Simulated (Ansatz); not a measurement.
Compressing AlIn$_{2}$N$_{3}$: a fit and a missing row

AlIn$_{2}$N$_{3}$, Cmc2_1, a = 10.291 Å, b = 5.923 Å, c = 5.500 Å. The structure is a Materials Project entry; whether it is the stable form wasn't checked. Ansatz: PBE, PAW, 420 eV, Γ-centred 6×6×6 mesh on 12 atoms, Gaussian smearing 0.02 eV; no spin polarisation. Shape and atoms are relaxed at each volume; pressure is positive in compression.

| V (Å³/atom) | P (GPa) |
| --- | --- |
| 12.292 | ? |
| 12.711 | 16.67 |
| 13.130 | 10.20 |
| 13.549 | 4.69 |
| 13.968 | 0.00 |
| 14.387 | -3.98 |
| 14.806 | -7.36 |
| 15.365 | -11.08 |

Problem. Take V0 = 13.968 Å³/atom, fit the third-order Birch–Murnaghan form to the other rows, and predict the missing pressure.

Solution. With the Eulerian strain f = ½[(V0/V)^(2/3) − 1] and y = P/[3f(1 + 2f)^(5/2)], the form is the line y = B0 + 1.5 B0 (B0′ − 4) f. Rows (f, y): 0.03244, 146.4; 0.02105, 145.7; 0.01026, 144.8; -0.00976, 142.8; -0.01905, 141.9; -0.03079, 140.6. Means f = 0.0006917, y = 143.70; Σ(Δf)² = 0.003004, ΣΔfΔy = 0.2795; the slope is their ratio. y = 143.6 + 93.04 f GPa, so B0 = 143.6 GPa and B0′ = 4 + 2 × (93.04)/(3 × 143.6) = 4.43. At V = 12.292, f = 0.04447, y = 147.74 and P = 24.39 GPa. The run gave 24.28 GPa, so the fit is 0.11 GPa too high, a small miss on the scale of the series.